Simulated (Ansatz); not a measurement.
Relaxation of a generated cell, TiO2 built in the AFLOW prototype A2B_oF24_70_e_a (C54, as in TiSi2); 6 atoms in the cell, which starts as Fddd, origin choice 1 (No. 70), oF24; a = 4.203 Å, b = 7.238 Å, c = 7.487 Å, α = 90.00°, β = 90.00°, γ = 90.00°. Method: PBEsol (plane waves to 420 eV, PAW, scalar-relativistic; Ansatz, a quantum-chemistry and plane-wave program). Γ-centred k-mesh 7×7×7 on the run's cell (coarser than for final values), Fermi–Dirac smearing 0.05 eV. This is the first round of the run. 

The optimiser's lines from the output (shortened; P is positive under compression):

```
relax step   1: F+E_penalty+E_count = -7191.01974437 eV  Δ(F+E_penalty+E_count) = +0.000e0 eV  max|allowed force component| = 2.028e0 eV/Å  Δτ_max = 0.0000 Å  P = -28.832 GPa  Ω = 56.936 Å³  (9 SCF iters, dr2 threshold 1.00e-7 eV, accepted)
relax step   2: F+E_penalty+E_count = -7192.51160588 eV  Δ(F+E_penalty+E_count) = -1.492e0 eV  max|allowed force component| = 1.252e0 eV/Å  Δτ_max = 0.0741 Å  P = -19.482 GPa  Ω = 53.001 Å³  (6 SCF iters, dr2 threshold 6.00e-7 eV, accepted)
relax step   3: F+E_penalty+E_count = -7193.28537593 eV  Δ(F+E_penalty+E_count) = -7.738e-1 eV  max|allowed force component| = 6.426e-4 eV/Å  Δτ_max = 0.0643 Å  P = -0.347 GPa  Ω = 48.844 Å³  (6 SCF iters, dr2 threshold 6.00e-7 eV, accepted)
relax step   4: F+E_penalty+E_count = -7193.33923401 eV  Δ(F+E_penalty+E_count) = -5.386e-2 eV  max|allowed force component| = 2.619e-1 eV/Å  Δτ_max = 0.0008 Å  P = +3.859 GPa  Ω = 48.366 Å³  (6 SCF iters, dr2 threshold 6.00e-7 eV, accepted)
relax step   5: F+E_penalty+E_count = -7193.35146833 eV  Δ(F+E_penalty+E_count) = -1.223e-2 eV  max|allowed force component| = 5.106e-2 eV/Å  Δτ_max = 0.0112 Å  P = -1.248 GPa  Ω = 49.073 Å³  (6 SCF iters, dr2 threshold 6.00e-7 eV, accepted)
relax step   6: F+E_penalty+E_count = -7193.35402857 eV  Δ(F+E_penalty+E_count) = -2.560e-3 eV  max|allowed force component| = 1.206e-2 eV/Å  Δτ_max = 0.0061 Å  P = +0.007 GPa  Ω = 48.815 Å³  (6 SCF iters, dr2 threshold 6.00e-7 eV, accepted)
relax step   7: F+E_penalty+E_count = -7193.35411105 eV  Δ(F+E_penalty+E_count) = -8.248e-5 eV  max|allowed force component| = 9.391e-5 eV/Å  Δτ_max = 0.0001 Å  P = +0.003 GPa  Ω = 48.816 Å³  (6 SCF iters, dr2 threshold 3.84e-7 eV, accepted)
relax step   8: F+E_penalty+E_count = -7193.35411084 eV  Δ(F+E_penalty+E_count) = +2.117e-7 eV  max|allowed force component| = 5.234e-6 eV/Å  Δτ_max = 0.0001 Å  P = +0.000 GPa  Ω = 48.817 Å³  (6 SCF iters, dr2 threshold 1.09e-9 eV, accepted)
relax step   9: F+E_penalty+E_count = -7193.34713079 eV  Δ(F+E_penalty+E_count) = +6.980e-3 eV  max|allowed force component| = 1.054e-3 eV/Å  Δτ_max = 0.0000 Å  P = -0.229 GPa  Ω = 48.817 Å³  stress off target by 4.73e-1 GPa  SCF on the basis re-selected at this cell (its energy is not comparable with the rows above)  (6 SCF iters)
relax step  10: F+E_penalty+E_count = -7193.34747695 eV  Δ(F+E_penalty+E_count) = -3.462e-4 eV  max|allowed force component| = 4.576e-4 eV/Å  Δτ_max = 0.0015 Å  P = +0.013 GPa  Ω = 48.781 Å³  (6 SCF iters, dr2 threshold 5.59e-7 eV, accepted)
relax step  11: F+E_penalty+E_count = -7193.34746588 eV  Δ(F+E_penalty+E_count) = +1.107e-5 eV  max|allowed force component| = 3.557e-6 eV/Å  Δτ_max = 0.0000 Å  P = +0.000 GPa  Ω = 48.784 Å³  (7 SCF iters, dr2 threshold 1.46e-9 eV, accepted)
relax step  12: F+E_penalty+E_count = -7193.34735650 eV  Δ(F+E_penalty+E_count) = +1.094e-4 eV  max|allowed force component| = 7.968e-5 eV/Å  Δτ_max = 0.0000 Å  P = -0.004 GPa  Ω = 48.784 Å³  stress off target by 1.12e-2 GPa  SCF on the basis re-selected at this cell (its energy is not comparable with the rows above)  (8 SCF iters)
```

From the first to the last row the energy changes by -0.39 eV/atom and the volume by -14.3 %. The last row is marked as not comparable with the walk above it, whose basis was carried along; it does compare with step 1, since both stand on a basis selected at the nominal cutoff for their own cell.

Later rounds, restarted from the end of this one on a renewed k-mesh, logged 9 more steps and released under 0.01 eV/atom more. The final structure after all rounds: Fddd, origin choice 1 (No. 70), oF24, AFLOW prototype A2B_oF24_70_e_a (C54, as in TiSi2); a = 3.7918 Å, b = 6.5317 Å, c = 7.8791 Å, α = β = γ = 90.00°. Between re-selections the logged energies stand on a plane-wave basis carried along with the cell. No spin polarisation in the result. The d or f electrons are treated with no Hubbard U.

The run could not lose the symmetry of its start: the end is stationary, and may be a saddle point rather than a minimum.

The relaxed structure here is a generated cell of TiO2: the first start was made by placing the elements on the sites of a structure type, and the end was not matched to a known phase here, so it may be hypothetical. Known forms of TiO2 include space group No. 61, 136, 141.
